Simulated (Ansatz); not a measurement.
HfC: computed property card

HfC:
```
CELL_PARAMETERS angstrom
      3.20102     0.00000     0.00000
     -1.60051     2.77217     0.00000
      0.00000     0.00000     2.88807
ATOMIC_POSITIONS crystal
  Hf 0.00000 0.00000 0.00000
  C  0.33333 0.66667 0.50000
```

Space group P-6m2 (No. 187); conventional cell a = b = 3.2010 Å, c = 2.8881 Å, α = β = 90.00°, γ = 120.00°.

Method: DFT-PBEsol in the program Ansatz with PAW potentials. The cell and atoms are relaxed at this level. Other levels are named where they apply.

### Cell and energy

```
Property                                                      Result
-----------------------------------------------------  -------------
Volume per atom                                             12.81 Å³
Density                                                  12.34 g/cm³
Formation energy from the elements (no fitted shifts)  -0.21 eV/atom
```

### Electronic structure

```
Quantity                                                                    Result
------------------------------------  --------------------------------------------
Electronic character                                             metallic (no gap)
Density of states at the Fermi level  0.05 states/eV per atom (mean over ±0.08 eV)
Gap with spin–orbit coupling                                       none (metallic)
```

### Mechanics

```
Quantity                                                                                 Value
-------------------------------------  -------------------------------------------------------
Bulk modulus (Birch–Murnaghan fit)                                                     210 GPa
Pressure derivative B′                                                                     3.8
Elastic constants (relaxed ions, GPa)  C11 = 372, C12 = 114, C13 = 107, C33 = 533, C44 = -60.4
Mechanical stability                                    unstable (C has a negative eigenvalue)
```

### Phonons

```
Item                                           Result
-----------------------------  ----------------------
Highest zone-centre frequency                370 cm⁻¹
Zone-centre stability          no imaginary mode at Γ
```

The start of the workflow was typed in or built on a structure type; neither database checked (COD, Materials Project) lists it. It is not the phase usual at ambient conditions (space group No. 225). The cell was relaxed with PBEsol under the symmetry of its start. No spin polarisation was allowed. As this level gives no gap, shear constants depend on the k-mesh and smearing (Fermi–Dirac, 0.1 eV here). As this level gives no gap, phonon frequencies hold no LO–TO term and depend on the k-mesh and smearing (Fermi–Dirac, 0.1 eV here). The references are the lowest solids computed at this level, not always the standard phases. Spin–orbit coupling is left out wherever it is not named.

Potentials: the later of the program's two PAW sets.
